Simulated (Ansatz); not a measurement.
The start is a relaxed KF cell with every coordinate shifted by Gaussian noise of σ = 0.3 Å. A full variable-cell relaxation at zero pressure is run with r2SCAN (plane waves to 500 eV, PAW, scalar-relativistic; Ansatz, a program for electronic structure). The first steps use a coarse 8×8×8 k-mesh.

Input geometry:
```
CELL_PARAMETERS angstrom
      0.00000     2.65916     2.65916
      2.65916     0.00000     2.65916
      2.65916     2.65916     0.00000
ATOMIC_POSITIONS crystal
  F  0.11826 0.02317 0.86305
  K  0.71062 0.18291 0.56760
```

| Item | Value |
|---|---|
| Initial pressure | +17.7 GPa (positive: the cell is compressed) |
| Energy released | 0.63 eV/atom |
| Relative to the parent | It returns to the parent structure, Fm-3m (No. 225) |
| Shortest distances (start → end) | The closest pairs of elements (up to four, under 3.6 Å), start → end: F–K 2.02 → 2.66 Å |
| Band gap at the end | 6.91 eV, direct at Γ (no spin-orbit coupling) |
| Optimiser moves | 6 |

It ends as:

```cif
data_F4K4
_chemical_formula_sum 'F4 K4'
_space_group_name_H-M_alt 'Fm-3m'
_space_group_IT_number 225
_space_group_name_Hall '-F 4 2 3'
_cell_length_a 5.31824
_cell_length_b 5.31824
_cell_length_c 5.31824
_cell_angle_alpha 90.000
_cell_angle_beta 90.000
_cell_angle_gamma 90.000
loop_
_atom_site_label
_atom_site_type_symbol
_atom_site_symmetry_multiplicity
_atom_site_Wyckoff_symbol
_atom_site_fract_x
_atom_site_fract_y
_atom_site_fract_z
_atom_site_occupancy
F1 F 4 a 0.00000 0.00000 0.00000 1
K1 K 4 b 0.50000 0.50000 0.50000 1
```
(The calculation used a cell of 2 atoms; values per cell refer to that cell.)

Final values are on a 11×11×11 k-mesh of the relaxed cell. No spin polarisation in the result.
